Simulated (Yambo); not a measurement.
```
CELL_PARAMETERS angstrom
      4.43567     0.00000     0.00000
     -2.21784     3.84141     0.00000
      0.00000     0.00000    16.50000
ATOMIC_POSITIONS crystal
  Ca 0.00000 0.00000 0.00000
  I  0.33333 0.66667 0.10645
  I  0.66667 0.33333 0.89355
```

Response from Yambo on PBEsol (Quantum ESPRESSO, PseudoDojo norm-conserving, 70 Ry, with spin-orbit coupling) bands: 6×6×1 mesh, 132 bands, 2 Ry local-field block, 0.2 eV broadening.

Task: Give the static in-plane polarisability without and with local fields.

Result: 
```json
[
 {"field along": "x", "α(0), independent particles (Å)": "1.92", "α(0), RPA with local fields (Å)": "1.52", "screening length 2πα (Å)": "9.6"}
]
```
Electronic (clamped-ion) response only. PBEsol gaps are usually too small, which raises these values. Convergence of the RPA response with its 6×6×1 mesh was not tested.

Geometry relaxed with PBEsol.

This is a model layer cut from the bulk structure; whether it is stable on its own was not checked.
